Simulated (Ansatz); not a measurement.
# Nd4O: stable or not

The structure comes from a generated guess, relaxed at this level; another structure or a mixture of phases may lie lower.

Method: DFT PBE, scalar-relativistic, plane waves, PAW, and for the lanthanide a 4f-in-core norm-conserving potential (Ansatz 0.2.0). Cutoff 660 eV, Γ-centred 8×8×8 mesh (5-atom cell), Gaussian smearing of 0.10 eV, no spin polarisation.

```yaml
crystal:
  lattice:
    - [5.12455, 0.00000, 0.00000]
    - [0.00000, 5.12455, 0.00000]
    - [0.00000, 0.00000, 5.12455]
  atoms:
    - { symbol: Nd, position: [0.00000, 0.50000, 0.50000] }
    - { symbol: Nd, position: [0.50000, 0.00000, 0.50000] }
    - { symbol: Nd, position: [0.50000, 0.50000, 0.00000] }
    - { symbol: Nd, position: [0.00000, 0.00000, 0.00000] }
    - { symbol: O, position: [0.50000, 0.50000, 0.50000] }
```

Formation energies are uncorrected and refer to the elements' standard structures at the same level (O₂ as a molecule).

Question: These tests were run: energy against the elements; random kick, then relaxation without symmetry; phonons at Γ; elastic tensor. What do they show?

Answer:

```json
{"test": "energy against the elements", "result": "−1.07 eV/atom"}
{"test": "random kick, then relaxation without symmetry", "result": "returns"}
{"test": "phonons at Γ", "result": "lowest optical mode 96 cm⁻¹"}
{"test": "elastic tensor", "result": "least eigenvalue 28 GPa"}
```

It fails none of these tests. Whether a mixture of other phases lies lower isn't tested here. Phonons away from Γ weren't computed.

The kick test ran on a coarse mesh. The run for the phonons used an 8×8×8 k mesh and Fermi–Dirac smearing of 0.15 eV. The run for the elastic tensor used an 8×8×8 k mesh and Fermi–Dirac smearing of 0.15 eV.

The lanthanide is trivalent by construction, without f bands, f moments or other valences. The reference runs of the other elements, and any phases without the lanthanide, used 420 eV, which shifts energies against them by under 10 meV/atom. The lanthanide's reference is the lowest of its hcp, dhcp and fcc cells.
